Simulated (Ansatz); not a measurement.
PbSe:
```cif
data_PbSe
_chemical_formula_sum 'Pb1 Se1'
_space_group_name_H-M_alt 'P 1'
_space_group_IT_number 1
_cell_length_a 4.33648
_cell_length_b 4.33639
_cell_length_c 4.33768
_cell_angle_alpha 59.992
_cell_angle_beta 59.993
_cell_angle_gamma 60.025
loop_
_space_group_symop_operation_xyz
  'x, y, z'
loop_
_atom_site_label
_atom_site_type_symbol
_atom_site_fract_x
_atom_site_fract_y
_atom_site_fract_z
_atom_site_occupancy
Pb1 Pb 0.00882 0.49008 0.99308 1
Se1 Se 0.50923 0.98989 0.49283 1
```

Relaxed with PBE+D3(BJ). PBE+D3(BJ) (plane waves, PAW; program Ansatz) gives a gap of 0.31 eV.

Problem. What gap does HSE06 give on the same cell (Ansatz, PAW)?

Solution. 0.71 eV, 0.40 eV more. The hybrid was solved on a coarser mesh and at special points; its gap is the smallest among all of these.

```csv
k,v1 PBE+D3(BJ),c1 PBE+D3(BJ),v1 HSE06,c1 HSE06
Γ,-1.85,4.69,___,___
V,-3.20,3.72,___,___
Z,0.00,0.31,0.00,0.71
```

Problem. Top valence (v1) and lowest conduction level (c1) in eV from each method's valence maximum (which need not be a listed point): supply the withheld HSE06 values.

Solution. 
- V, v1 HSE06: -3.65
- V, c1 HSE06: 4.17
- Γ, v1 HSE06: -2.18
- Γ, c1 HSE06: 5.45

Cost on shared cores: the PBE+D3(BJ) run (SCF on a 8×8×8 mesh, then bands and DOS) very roughly 3 core-minutes, the HSE06 run (SCF on 6×6×6, then a few points) roughly 6 core-minutes; the tasks are unlike.

Space group Fm-3m (rock salt). The PBE+D3(BJ) relaxation kept the symmetry of its start; of distortions, only those at the zone centre were tested. Point labels and valley counts follow the cell and symmetry of the run, lower than the named group. Scalar-relativistic: spin–orbit coupling is off unless named, which matters more the heavier the elements.

Potentials: the later of the program's two PAW sets.
